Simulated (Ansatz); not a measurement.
**Computed properties of CsGeI$_{3}$**

CsGeI$_{3}$:
```
CELL_PARAMETERS angstrom
      4.21766     2.43507     3.58885
     -4.21766     2.43507     3.58885
      0.00000    -4.87014     3.58885
ATOMIC_POSITIONS crystal
  Cs 0.59468 0.59468 0.59468
  Ge 0.12799 0.12799 0.12799
  I  0.09133 0.09133 0.58266
  I  0.09133 0.58266 0.09133
  I  0.58266 0.09133 0.09133
```

Space group R3m (No. 160); conventional cell a = b = 8.4353 Å, c = 10.7665 Å, α = β = 90.00°, γ = 120.00°.

Method: DFT-r²SCAN in the program Ansatz with PAW potentials. The cell and atoms are relaxed at this level. Other levels are named where they apply.

**Cell and energy**

- Volume per atom = 44.23 Å³
- Density = 4.40 g/cm³
- Formation energy from the elements (no fitted shifts) = -0.94 eV/atom

**Electronic structure**

Band gap: 1.10 eV (direct)
Valence-band maximum: at T
Conduction-band minimum: at T
Electron effective mass: 0.11, 0.54, 0.54 mₑ (principal values)
Hole effective mass: 0.12, 0.19, 0.19 mₑ (principal values)
HSE06 gap on the r²SCAN cell: 1.32 eV
Gap with spin–orbit coupling: 1.00 eV

**Mechanics**

- Bulk modulus (Birch–Murnaghan fit): 9.5 GPa
- Pressure derivative B′: 7.1
- Elastic constants (relaxed ions, GPa): C11 = 22.0, C12 = 6.4, C13 = 5.0, C14 = 1.1, C33 = 13.8, C44 = 6.0
- Mechanical stability: stable (all eigenvalues of C positive)
- Hill bulk and shear moduli: 9.8 and 6.5 GPa
- Young's modulus: 16.0 GPa
- Poisson's ratio: 0.23
- Debye temperature from the elastic constants: 114 K
- Piezoelectric stress constants (proper, relaxed ions, C/m²): e15 = e24 = 0.36, e16 = e21 = 0.11, e22 = -0.11, e31 = e32 = 0.25, e33 = 0.53

**Phonons**

Highest zone-centre frequency (without LO–TO term): 143 cm^-1
Zone-centre stability: no imaginary mode at Γ

**Charges**

Bader charges: Cs +0.87, Ge +0.71, I -0.52 e

The first step of the workflow began from a Materials Project structure, measured or hypothetical; the Crystallography Open Database files this formula in space group No. 160, but the cells were not matched. Its standing as an ambient phase is unchecked. The cell was relaxed with r²SCAN under the symmetry of its start. Signs of piezoelectric constants follow the polarity of the cell as given. The references are the lowest solids computed at this level, not always the standard phases. Scalar-relativistic: spin–orbit coupling is off unless named, which matters more the heavier the elements.

Potentials: the later of the program's two PAW sets.
